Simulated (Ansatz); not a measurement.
Here is an unrelaxed guess for RbP2.

```cif
data_structure
_symmetry_space_group_name_H-M 'P 1'
_symmetry_Int_Tables_number 1
_cell_length_a 3.3782
_cell_length_b 4.3595
_cell_length_c 6.7198
_cell_angle_alpha 90.000
_cell_angle_beta 90.000
_cell_angle_gamma 90.000
_cell_volume 98.97
loop_
_atom_site_label
_atom_site_type_symbol
_atom_site_fract_x
_atom_site_fract_y
_atom_site_fract_z
_atom_site_occupancy
Rb1 Rb 0.50000 0.00000 0.00000 1
P1 P 0.00000 0.00000 0.50000 1
P2 P 0.50000 0.50000 0.50000 1
```

Theory: DFT PBE, scalar-relativistic, plane waves, PAW in Ansatz. Plane waves to 420 eV, a k mesh through Γ of 6×4×4 on the computed 3-atom cell and Gaussian smearing (0.10 eV); no spin polarisation.

The zero of energy is the elements' standard structures at the same level; no fitted shifts are applied. The references include black phosphorus.

Task: How far from equilibrium is it?

Result: The pressure is -6.4 GPa (the mean over three directions, positive in compression), the largest force is 0.00 eV/Å (symmetry fixes the atoms), and the energy is +0.40 eV/atom against the elements. The shortest distance is 2.76 Å.

Task: How much does it gain on relaxing, and where does it end?

Result: Relaxing gains about 0.41 eV/atom (the start's value is from the coarse mesh, so the gain is rough) in 16 ionic steps and ends at −0.02 eV/atom on the finer mesh. The symmetry goes from Pmmm (No. 47) to P4/mmm (No. 123). The volume per atom shrinks by 26.6 %, from 33.0 to 24.2 Å³. The shortest distance goes from 2.76 Å (P–P) to 2.48 Å (P–P). Conventional cell: a = 3.513 Å, c = 5.881 Å. Around Rb lie 8 P at 3.43 Å and 4 Rb at 3.51 Å; P is surrounded by 4 P at 2.48 Å and 4 Rb at 3.43 Å.

The last run used a 14×14×8 mesh (in the run's order of axes) for its 3-atom cell and Gaussian smearing of 0.10 eV. For metals, differences of a few meV/atom aren't resolved. An odd number of electrons in the primitive cell allows no gap without spin; a larger cell or a magnetic state could open one. The cell is a metal run without spin; a magnetic state may lie lower. The reference form of P is held partly by dispersion forces, which this level lacks. The relaxation can't lower the symmetry of the start. Symmetry constrained the relaxation, so the result can be a saddle point.
